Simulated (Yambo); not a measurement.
RPA spectrum of BP (wurtzite, space group P6_3mc, No. 186) on PBEsol bands in Yambo (12×12×6 mesh, 34 bands, 4 Ry local-field block, 0.2 eV broadening; field along x). CGrdSpXd merges neighbouring transition energies to save time; the report line [X-CG] gives the poles kept by one of the 4 MPI tasks, and where the merging fails may depend on that split. Axes are Cartesian, with cell vectors (Å) (3.18, 0.00, 0.00), (-1.59, 2.75, 0.00), (0.00, 0.00, 5.27).

```csv
CGrdSpXd asked (%),share reached (%),poles used (one task),static ε,largest change of Im ε (% of its maximum),rough time
100,100,2963,8.86,0.0,1
70,69,2074,8.86,0.1,within a factor of two
30,29,872,8.86,1.0,within a factor of two
15,2,71,9.20,49,about 1/3
5,2,71,9.20,49,about 1/3
```

All runs end normally. In the runs at 15 %, 5 % few poles are left or the spectrum changes by over a quarter of its peak, and no warning says so. Times are rough ratios from shared machines. The k mesh wasn't tested; the rows compare only with each other.

Geometry relaxed with PBEsol; primitive cell a = b = 3.180 Å, c = 5.274 Å, α = β = 90.00°, γ = 120.00°.

This is not the ordinary phase of the substance; no match was found in the copy of COD used, and its stability was not checked.
